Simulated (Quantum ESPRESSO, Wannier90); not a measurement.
Wannier functions of Ag2S (anti-fluorite)

Structure: Materials Project mp-1229090, symmetrised, not relaxed again. Not found in the COD (Crystallography Open Database) copy used, which has the formula in other groups; not checked further. Computed values, not measurements, from LDA: Quantum ESPRESSO (norm-conserving PseudoDojo potentials, cutoff 69 Ry, no spin polarisation, no spin-orbit coupling) on a Γ-centred 8×8×8 mesh, then Wannier90. Density: 8×8×8 mesh, cold smearing 0.01 Ry.

On the energy scale of pw.x, whose zero is arbitrary, the Fermi level lies at 10.80 eV.

Input w.win:

```
num_bands = 25
num_wann = 13
exclude_bands = 1-9
num_iter = 1000
conv_tol = 1.0e-6
conv_window = 4
dis_num_iter = 1000
dis_conv_tol = 1.0e-6
dis_froz_max = 7.75
write_hr = true
write_u_matrices = true
begin projections
f=-0.25858,-0.25272,-0.25181: d
f=0.25184,0.24415,0.24175: d
f=-0.00073,-0.00533,-0.00719: p
end projections
begin unit_cell_cart
ang
    0.0000000000    3.1239900000    3.1239900000
    3.1239900000    0.0000000000    3.1239900000
    3.1239900000    3.1239900000    0.0000000000
end unit_cell_cart
begin atoms_frac
Ag  -0.2500000000 -0.2500000000 -0.2500000000
Ag   0.2500000000  0.2500000000  0.2500000000
S    0.0000000000  0.0000000000  0.0000000000
end atoms_frac
mp_grid = 8 8 8
begin kpoints
0.0000000000 0.0000000000 0.0000000000
0.0000000000 0.0000000000 0.1250000000
0.0000000000 0.0000000000 0.2500000000
... (509 more lines: the 8x8x8 mesh through Gamma)
end kpoints
```

Input of pw2wannier90.x that gives the overlap and projection files (equivalent; here they were cut from one run over all bands):

```
&inputpp
  outdir = './out'
  prefix = 'pwscf'
  seedname = 'w'
  write_amn = .true.
  write_mmn = .true.
/
```

Output w.wout (banner and timings cut):

```
                                    ------
                                    SYSTEM
                                    ------

                              Lattice Vectors (Ang)
                    a_1     0.000000   3.123990   3.123990
                    a_2     3.123990   0.000000   3.123990
                    a_3     3.123990   3.123990   0.000000

                   Unit Cell Volume:      60.97600  (Ang^3)

                        Reciprocal-Space Vectors (Ang^-1)
                    b_1    -1.005635   1.005635   1.005635
                    b_2     1.005635  -1.005635   1.005635
                    b_3     1.005635   1.005635  -1.005635

 *----------------------------------------------------------------------------*
 |   Site       Fractional Coordinate          Cartesian Coordinate (Ang)     |
 +----------------------------------------------------------------------------+
 | ag   1  -0.25000  -0.25000  -0.25000   |   -1.56200  -1.56200  -1.56200    |
 | ag   2   0.25000   0.25000   0.25000   |    1.56200   1.56200   1.56200    |
 | s    1   0.00000   0.00000   0.00000   |    0.00000   0.00000   0.00000    |
 *----------------------------------------------------------------------------*
                                ------------
                                K-POINT GRID
                                ------------

             Grid size =  8 x  8 x  8      Total points =  512

 *---------------------------------- MAIN ------------------------------------*
 |  Number of Wannier Functions               :                13             |
 |  Number of Objective Wannier Functions     :                13             |
 |  Number of input Bloch states              :                25             |
 |  Output verbosity (1=low, 5=high)          :                 1             |
 |  Timing Level (1=low, 5=high)              :                 1             |
 |  Optimisation (0=memory, 3=speed)          :                 3             |
 |  Length Unit                               :               Ang             |
 |  Post-processing setup (write *.nnkp)      :                 F             |
 |  Using Gamma-only branch of algorithms     :                 F             |
 *----------------------------------------------------------------------------*
 *------------------------------- WANNIERISE ---------------------------------*
 |  Total number of iterations                :              1000             |
 |  Number of CG steps before reset           :                 5             |
 |  Trial step length for line search         :             2.000             |
 |  Convergence tolerence                     :         0.100E-05             |
 |  Convergence window                        :                 4             |
 |  Iterations between writing output         :                 1             |
 |  Iterations between backing up to disk     :               100             |
 |  Write r^2_nm to file                      :                 F             |
 |  Write xyz WF centres to file              :                 F             |
 |  Write on-site energies <0n|H|0n> to file  :                 F             |
 |  Use guiding centre to control phases      :                 F             |
 |  Use phases for initial projections        :                 F             |
 *----------------------------------------------------------------------------*
 *------------------------------- DISENTANGLE --------------------------------*
 |  Using band disentanglement                :                 T             |
 |  Total number of iterations                :              1000             |
 |  Mixing ratio                              :             0.500             |
 |  Convergence tolerence                     :         1.000E-06             |
 |  Convergence window                        :                 3             |
 *----------------------------------------------------------------------------*
 *-------------------------------- PLOTTING ----------------------------------*
 |  Plotting Hamiltonian in WF basis          :                 T             |
 *----------------------------------------------------------------------------*

 *---------------------------------- K-MESH ----------------------------------*
 +----------------------------------------------------------------------------+
 |                    Distance to Nearest-Neighbour Shells                    |
 |                    ------------------------------------                    |
 |          Shell             Distance (Ang^-1)          Multiplicity         |
 |          -----             -----------------          ------------         |
 |             1                   0.217726                      8            |
 |             2                   0.251409                      6            |
 |             3                   0.355546                     12            |
 |             4                   0.416914                     24            |
 |             5                   0.435453                      8            |
 |             6                   0.502817                      6            |
 |             7                   0.547932                     24            |
 |             8                   0.562167                     24            |
       ... (lines left out)
 +----------------------------------------------------------------------------+
 | The b-vectors are chosen automatically                                     |
 | The following shells are used:                       1                     |
 +----------------------------------------------------------------------------+
 |                        Shell   # Nearest-Neighbours                        |
 |                        -----   --------------------                        |
 |                          1               8                                 |
 +----------------------------------------------------------------------------+
 | Completeness relation is fully satisfied [Eq. (B1), PRB 56, 12847 (1997)]  |
 +----------------------------------------------------------------------------+
 |                  b_k Vectors (Ang^-1) and Weights (Ang^2)                  |
 |                  ----------------------------------------                  |
 |            No.         b_k(x)      b_k(y)      b_k(z)        w_b           |
 |            ---        --------------------------------     --------        |
 |             1         0.125704    0.125704   -0.125704     7.910602        |
 |             2         0.125704   -0.125704    0.125704     7.910602        |
 |             3        -0.125704    0.125704    0.125704     7.910602        |
 |             4         0.125704    0.125704    0.125704     7.910602        |
 |             5        -0.125704   -0.125704    0.125704     7.910602        |
 |             6        -0.125704    0.125704   -0.125704     7.910602        |
 |             7         0.125704   -0.125704   -0.125704     7.910602        |
 |             8        -0.125704   -0.125704   -0.125704     7.910602        |
 +----------------------------------------------------------------------------+
 |                           b_k Directions (Ang^-1)                          |
 |                           -----------------------                          |
 |            No.           x           y           z                         |
 |            ---        --------------------------------                     |
 |             1         0.125704    0.125704   -0.125704                     |
 |             2         0.125704   -0.125704    0.125704                     |
 |             3        -0.125704    0.125704    0.125704                     |
 |             4         0.125704    0.125704    0.125704                     |
 +----------------------------------------------------------------------------+

 Starting a new Wannier90 calculation ...

 Reading overlaps from w.mmn

 Reading projections from w.amn

 *------------------------------- DISENTANGLE --------------------------------*
 +----------------------------------------------------------------------------+
 |                              Energy  Windows                               |
 |                              ---------------                               |
 |                   Outer:    4.76201  to   30.05154  (eV)                   |
 |                   Inner:    4.76201  to    7.75000  (eV)                   |
 +----------------------------------------------------------------------------+
   Number of target bands to extract:   13

                   Unitarised projection of Wannier functions
                   ------------------------------------------
   A_mn = <psi_m|g_n> --> S = A.A^+ --> U = S^-1/2.A
   In dis_project... done
   Using an inner window (linner = T)
   In dis_proj_froz... done

                   Extraction of optimally-connected subspace
                   ------------------------------------------
 +---------------------------------------------------------------------+<-- DIS
 |  Iter     Omega_I(i-1)      Omega_I(i)      Delta (frac.)           |<-- DIS
 +---------------------------------------------------------------------+<-- DIS
       1      15.68453761      15.03774094       4.301E-02    <-- DIS
       2      15.05159475      14.83924094       1.431E-02    <-- DIS
       3      14.87792182      14.69180332       1.267E-02    <-- DIS
       4      14.72847970      14.57313349       1.066E-02    <-- DIS
       5      14.60370681      14.47472616       8.911E-03    <-- DIS
       6      14.49935806      14.39153368       7.492E-03    <-- DIS
       ... (lines left out)
     101      13.74275056      13.74292904      -1.299E-05    <-- DIS
       ... (lines left out)
     159      13.74251932      13.74253251      -9.597E-07    <-- DIS
     160      13.74251841      13.74253101      -9.167E-07    <-- DIS
     161      13.74251752      13.74252956      -8.757E-07    <-- DIS

             <<<      Delta < 1.000E-06  over  3 iterations     >>>
             <<< Disentanglement convergence criteria satisfied >>>

        Final Omega_I    13.74252956 (Ang^2)

 +----------------------------------------------------------------------------+

 Writing checkpoint file w.chk... done

 *------------------------------- WANNIERISE ---------------------------------*
 +--------------------------------------------------------------------+<-- CONV
 | Iter  Delta Spread     RMS Gradient      Spread (Ang^2)            |<-- CONV
 +--------------------------------------------------------------------+<-- CONV

 ------------------------------------------------------------------------------
 Initial State
  WF centre and spread    1  ( -1.562055, -1.562194, -1.562441 )     0.90023092
  WF centre and spread    2  ( -1.562432, -1.562182, -1.562617 )     0.82177272
  WF centre and spread    3  ( -1.562208, -1.562602, -1.562598 )     0.82193487
  WF centre and spread    4  ( -1.561869, -1.562275, -1.562149 )     0.90029156
  WF centre and spread    5  ( -1.562439, -1.562621, -1.562155 )     0.82173557
  WF centre and spread    6  (  1.561723,  1.561845,  1.561916 )     0.90029146
  WF centre and spread    7  (  1.560985,  1.561750,  1.561633 )     0.82191954
  WF centre and spread    8  (  1.561647,  1.561484,  1.561634 )     0.82171411
  WF centre and spread    9  (  1.561677,  1.561856,  1.561862 )     0.90034080
  WF centre and spread   10  (  1.560989,  1.561488,  1.561781 )     0.82195110
  WF centre and spread   11  (  0.000192,  0.000540, -0.000721 )     2.11190728
  WF centre and spread   12  ( -0.001769,  0.000501,  0.000599 )     2.11194334
  WF centre and spread   13  (  0.000198, -0.001022,  0.000607 )     2.11192820
  Sum of centres and spreads ( -0.005359, -0.003433, -0.002650 )    14.86796147

      0     0.149E+02     0.0000000000       14.8679614671  <-- CONV
        O_D=      0.0012544 O_OD=      1.1241775 O_TOT=     14.8679615 <-- SPRD
 ------------------------------------------------------------------------------
      1    -0.152E+00     0.1815278654       14.7156485390  <-- CONV
        O_D=      0.0008647 O_OD=      0.9722543 O_TOT=     14.7156485 <-- SPRD
      2    -0.188E+00     0.2977534547       14.5277024921  <-- CONV
        O_D=      0.0011643 O_OD=      0.7840086 O_TOT=     14.5277025 <-- SPRD
      3    -0.636E-01     0.2241699173       14.4641223505  <-- CONV
        O_D=      0.0011931 O_OD=      0.7203997 O_TOT=     14.4641224 <-- SPRD
      4    -0.328E-01     0.1398619875       14.4313579144  <-- CONV
        O_D=      0.0011236 O_OD=      0.6877047 O_TOT=     14.4313579 <-- SPRD
      5    -0.169E-01     0.1095939289       14.4144531294  <-- CONV
        O_D=      0.0010846 O_OD=      0.6708389 O_TOT=     14.4144531 <-- SPRD
       ... (lines left out)
     20    -0.294E-06     0.0004426736       14.4050905379  <-- CONV
        O_D=      0.0009809 O_OD=      0.6615800 O_TOT=     14.4050905 <-- SPRD
     21    -0.184E-06     0.0003376162       14.4050903544  <-- CONV
        O_D=      0.0009811 O_OD=      0.6615797 O_TOT=     14.4050904 <-- SPRD
     22    -0.907E-07     0.0002509403       14.4050902637  <-- CONV
        O_D=      0.0009813 O_OD=      0.6615794 O_TOT=     14.4050903 <-- SPRD
             <<<     Delta < 1.000E-06  over  4 iterations     >>>
             <<< Wannierisation convergence criteria satisfied >>>
 Final State
  WF centre and spread    1  ( -1.562015, -1.562012, -1.561966 )     0.89461172
  WF centre and spread    2  ( -1.562170, -1.562001, -1.562080 )     0.81198754
  WF centre and spread    3  ( -1.562005, -1.562107, -1.562077 )     0.81198910
  WF centre and spread    4  ( -1.561937, -1.561968, -1.562026 )     0.89461264
  WF centre and spread    5  ( -1.562174, -1.562106, -1.562002 )     0.81198444
  WF centre and spread    6  (  1.561972,  1.561978,  1.562033 )     0.89461725
  WF centre and spread    7  (  1.561814,  1.561982,  1.561912 )     0.81197783
  WF centre and spread    8  (  1.561987,  1.561885,  1.561915 )     0.81198195
  WF centre and spread    9  (  1.562052,  1.562026,  1.561966 )     0.89461787
  WF centre and spread   10  (  1.561815,  1.561886,  1.561983 )     0.81197762
  WF centre and spread   11  ( -0.001101, -0.000674, -0.000790 )     1.98491451
  WF centre and spread   12  ( -0.001719, -0.000682, -0.000502 )     1.98490016
  WF centre and spread   13  ( -0.001088, -0.001051, -0.000517 )     1.98491763
  Sum of centres and spreads ( -0.004570, -0.002842, -0.002150 )    14.40509026

         Spreads (Ang^2)       Omega I      =    13.742529557
        ================       Omega D      =     0.000981269
                               Omega OD     =     0.661579437
    Final Spread (Ang^2)       Omega Total  =    14.405090264
```
